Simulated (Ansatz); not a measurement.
Level: revPBE, no spin polarisation; 420 eV; 5×5×5 Γ-centred mesh; gaussian occupations (width 0.0364 eV); Ansatz 0.2.0, fixed geometry.

Computed maps in the lattice plane spanned by b (left to right, 6.75 Å, 20 points from zero) and c (bottom to top, 6.75 Å, 20 points from zero), 90° apart, at height 0.233 along a. The fields are smooth PAW ones with compensation charges, not the true ones near nuclei.

Valence density. Digits on a logarithmic scale: 0 up to 0.03 e/Å³, each further digit a factor of 1.6, 9 from 1.3 e/Å³ up:
```
12333211357999975311
34443212358999985322
45665422457999975323
56776533457999875323
56776544456777754323
56666554455666543223
45555554345554443223
33444543224544444322
22233443223555555432
11223444334555666542
11234555445556777653
22456666555567788753
24578876554567788653
35799997654456777643
35799998654456666532
35799998654444544322
25789997543344332111
23577775433444432100
12455554334566542100
12233332246788754200
```

ELF. Ten even steps from '0' (0.02) to '9' (0.84):
```
12211000179976998400
47774100389722799500
79998510389723899402
89999721379977998303
89999842379988885103
79999864478876642113
57888873026643221112
24566640001432233211
00112320210544577630
00001341002666789961
00134687425667889973
01578888644567889973
04899988643478888872
17996688743479998851
28982168853379998730
38983279862246676410
38998899842222221100
16899998521343210000
02478874114787642000
00112220038999986200
```

Q: The cell is NaAl6Se8. Which atoms lie within 0.2 Å of this plane, and where (fractions of b and c)?

A: Al at (0.42, 0.56), Se at (0.62, 0.88), Se at (0.23, 0.23). The whole cell:
```
CELL_PARAMETERS angstrom
4.77100 2.75454 3.89309
-4.77100 2.75454 3.89309
0.00000 -5.50907 3.89309
ATOMIC_POSITIONS crystal
Al 0.41540 0.55920 0.23290
Al 0.23290 0.41540 0.55920
Al 0.55920 0.23290 0.41540
Al 0.58460 0.44080 0.76710
Al 0.76710 0.58460 0.44080
Al 0.44080 0.76710 0.58460
Na 0.00000 0.00000 0.00000
Se 0.75590 0.37550 0.11870
Se 0.11870 0.75590 0.37550
Se 0.37550 0.11870 0.75590
Se 0.24410 0.62450 0.88130
Se 0.88130 0.24410 0.62450
Se 0.62450 0.88130 0.24410
Se 0.22880 0.22880 0.22880
Se 0.77120 0.77120 0.77120
```

Origin: a known structure type with other elements, at an estimated volume, so it need not be a known compound. Caveats: many states at the Fermi level without spin polarisation, so a magnetic state may lie lower; atoms or cell far from equilibrium.
